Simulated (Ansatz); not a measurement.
Given:

KI:
```cif
data_I4K4
_chemical_formula_sum 'K4 I4'
_space_group_name_H-M_alt 'Fm-3m'
_space_group_IT_number 225
_space_group_name_Hall '-F 4 2 3'
_cell_length_a 6.81746
_cell_length_b 6.81746
_cell_length_c 6.81746
_cell_angle_alpha 90.000
_cell_angle_beta 90.000
_cell_angle_gamma 90.000
loop_
_atom_site_label
_atom_site_type_symbol
_atom_site_symmetry_multiplicity
_atom_site_Wyckoff_symbol
_atom_site_fract_x
_atom_site_fract_y
_atom_site_fract_z
_atom_site_occupancy
K1 K 4 a 0.00000 0.00000 0.00000 1
I1 I 4 b 0.50000 0.50000 0.50000 1
```
(The calculation used a cell of 2 atoms; values per cell refer to that cell.)

This is the LDA-relaxed structure.

### Question
All from LDA in the plane-wave PAW code Ansatz, unless another level is named. Predict the hole effective mass, band 2 of 3 at the edge.

### Answer
2.2 along [100], 1.8 along [110], 1.9 along [111] (mₑ).

### Question
And the electron effective mass?

### Answer
0.30 mₑ (isotropic).

### Question
Predict the hole effective mass, band 3 of 3 at the edge.

### Answer
0.37 along [100], 0.38 along [110], 0.39 along [111] (mₑ).

### Question
And the weight of the valence-edge state by species (Voronoi cells)?

### Answer
I 94 %, K 6 %.

Symmetry was held in the LDA relaxation; phonons on a q-mesh show no instability. Spin–orbit coupling is left out wherever it is not named.

Potentials: the later of the program's two PAW sets.

Edges and masses are those of Kohn–Sham bands, whose gap is no quasiparticle gap.
